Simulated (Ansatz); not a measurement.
GePt (Pnma), relaxed with r²SCAN (Ansatz, a quantum-chemistry and plane-wave program, plane waves, PAW): a = 5.7747 Å, b = 3.7201 Å, c = 6.1101 Å, α = β = γ = 90.00°.

| Property | Result |
|---|---|
| ΔH_f (eV/atom) | -0.47 |

Problem. The same phase is relaxed and computed with PBE in the same code. What are the cell and these values now?

Solution. a = 5.836 Å, b = 3.752 Å, c = 6.164 Å, α = 90.00°, β = 90.00°, γ = 90.00°.

ΔH_f (eV/atom): -0.47

All cells were relaxed under the symmetry of their starts (and spin orders); stability against distortions was not tested throughout. Rows with no word on spin ran without spin polarisation. Scalar-relativistic: spin–orbit coupling is off unless named, which matters more the heavier the elements.

Potentials: the later of the program's two PAW sets.

Ansatz is a plane-wave DFT program.

Formation energies count from the lowest solids of the elements computed at the same level, not from gases.
